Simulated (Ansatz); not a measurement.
In the program Ansatz at the r²SCAN level (PAW), SiO$_{2}$ in the trigonal phase (P3_121; Si on 3a, O on 6c) relaxes to a = 4.921 Å, c = 5.417 Å. Si has 4 nearest neighbours from 1.61 Å (tetrahedral); O has 2 nearest neighbours from 1.61 Å (bent). Against the elements it lies at -2.99 eV/atom, with no fitted shifts.

The Kohn–Sham gap is 6.60 eV (indirect). The valence maximum lies at K and the conduction minimum at Γ. The screened hybrid HSE06 puts the gap at 7.78 eV. The electron mass is 0.49 mₑ (isotropic). The hole mass is 1.5, 8.1, 8.1 mₑ (principal values).

The bulk modulus is 39.4 GPa. The relaxed-ion elastic constants in GPa are C11 = 86.3, C12 = 8.8, C13 = 12.3, C14 = -18.2, C33 = 107, C44 = 59.1. The elastic constants imply a Debye temperature near 571 K. Perturbation theory gives ε∞ = 2.37 (xx = yy), 2.40 (zz). Letting the ions move raises it to ε0 = 4.41 (xx = yy), 4.61 (zz). Born charges are Si +3.38, O -1.69 e. The phonon dispersion is stable (no imaginary branch). Without the LO–TO term the highest mode at Γ lies at 1164 cm⁻¹. Bader charges are Si +3.37, O -1.68 e.

Symmetry was held in the r²SCAN relaxation. The references are the lowest solids computed at this level, not always the standard phases (solids in place of the gases).

Potentials: the earlier of the program's two PAW sets. The files were generated under PBE; for other functionals the program regenerates the frozen cores, and for LDA and PBEsol the local potential too.
